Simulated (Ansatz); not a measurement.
Chalcopyrite alloy of ZnGeP2 and ZnGeAs2 (20 of 32 P sites exchanged), 64 atoms

Ansatz, PAW, plane waves. PBEsol relaxation of cell lengths and atoms (angles held) at the single k point (¼, ¼, ¼) without its symmetry partners; single points on the relaxed atoms at the Γ point alone, onto which points of the small cell's zone fold. Arrangement: quasirandom. No spin–orbit coupling unless named.

Relaxed structure:

```cif
data_structure
_symmetry_space_group_name_H-M 'P 1'
_symmetry_Int_Tables_number 1
_cell_length_a 11.1284
_cell_length_b 11.1381
_cell_length_c 11.0020
_cell_angle_alpha 90.002
_cell_angle_beta 90.002
_cell_angle_gamma 90.008
_cell_volume 1363.69
loop_
_atom_site_label
_atom_site_type_symbol
_atom_site_fract_x
_atom_site_fract_y
_atom_site_fract_z
_atom_site_occupancy
Zn1 Zn 0.00442 0.99443 0.99410 1
Zn2 Zn 0.00455 0.49539 0.99535 1
Zn3 Zn 0.49943 0.00092 0.99879 1
Zn4 Zn 0.49897 0.50244 0.01117 1
Zn5 Zn 0.99504 0.24446 0.25753 1
Zn6 Zn 0.99403 0.74399 0.25629 1
Zn7 Zn 0.50013 0.26090 0.25046 1
Zn8 Zn 0.49997 0.74053 0.25167 1
Zn9 Zn 0.24571 0.99440 0.75391 1
Zn10 Zn 0.24516 0.49637 0.74282 1
Zn11 Zn 0.75544 0.99445 0.74505 1
Zn12 Zn 0.74360 0.50479 0.74390 1
Zn13 Zn 0.25433 0.25570 0.50627 1
Zn14 Zn 0.24996 0.73909 0.49814 1
Zn15 Zn 0.74847 0.25177 0.48999 1
Zn16 Zn 0.75377 0.74676 0.50610 1
Ge1 Ge 0.99603 0.00068 0.50074 1
Ge2 Ge 0.00001 0.50631 0.50004 1
Ge3 Ge 0.50057 0.00049 0.49936 1
Ge4 Ge 0.50150 0.50113 0.49940 1
Ge5 Ge 0.25053 0.00211 0.24974 1
Ge6 Ge 0.25508 0.50085 0.24953 1
Ge7 Ge 0.75228 0.00280 0.25251 1
Ge8 Ge 0.74882 0.50489 0.25418 1
Ge9 Ge 0.25046 0.25834 0.00018 1
Ge10 Ge 0.24826 0.75190 0.99612 1
Ge11 Ge 0.75062 0.25208 0.00041 1
Ge12 Ge 0.74914 0.74730 0.00370 1
Ge13 Ge 0.00288 0.25478 0.75280 1
Ge14 Ge 0.00362 0.75269 0.74645 1
Ge15 Ge 0.49931 0.25592 0.74686 1
Ge16 Ge 0.50135 0.74643 0.74622 1
As1 As 0.12234 0.12666 0.12260 1
As2 As 0.12361 0.62479 0.12474 1
As3 As 0.62291 0.12765 0.12634 1
As4 As 0.12580 0.12535 0.62672 1
As5 As 0.62777 0.12667 0.62408 1
As6 As 0.37679 0.87295 0.12577 1
As7 As 0.87677 0.37650 0.12896 1
As8 As 0.87756 0.87435 0.12657 1
As9 As 0.37595 0.12953 0.37536 1
As10 As 0.12564 0.37600 0.37572 1
As11 As 0.12409 0.87313 0.37547 1
As12 As 0.62672 0.87155 0.37556 1
As13 As 0.62319 0.38049 0.87721 1
As14 As 0.62584 0.87336 0.87380 1
As15 As 0.37200 0.87214 0.62240 1
As16 As 0.87311 0.37657 0.62263 1
As17 As 0.37293 0.12802 0.87267 1
As18 As 0.37341 0.62018 0.87279 1
As19 As 0.87603 0.12459 0.87399 1
As20 As 0.87548 0.62313 0.87191 1
P1 P 0.62726 0.62453 0.12777 1
P2 P 0.12306 0.62520 0.62422 1
P3 P 0.62208 0.62548 0.62165 1
P4 P 0.37341 0.37745 0.12616 1
P5 P 0.37647 0.62034 0.37557 1
P6 P 0.87281 0.12196 0.37782 1
P7 P 0.87236 0.62438 0.37921 1
P8 P 0.62438 0.38051 0.37396 1
P9 P 0.12736 0.37628 0.87297 1
P10 P 0.12471 0.87113 0.87313 1
P11 P 0.37849 0.37914 0.62339 1
P12 P 0.87863 0.87302 0.62332 1
```

Q: What are the mean bond lengths by pair (pairs within 1.2 times the sum of covalent radii, less contacts 15 % beyond the pair's median; cation–cation pairs of compounds aside; long ionic contacts are cut short by that bound)?

A: As–Ge 2.433 ± 0.008 Å (standard deviation, 40 bonds); As–Zn 2.433 ± 0.009 Å (standard deviation, 40 bonds); Ge–P 2.352 ± 0.008 Å (standard deviation, 24 bonds); P–Zn 2.350 ± 0.012 Å (standard deviation, 24 bonds).

Q: What gap lies between the top filled and the lowest empty level in the single points?

A: HSE06 1.56 eV (29 s on NVIDIA GB200); r²SCAN 1.04 eV (4.4 s on NVIDIA GB200).
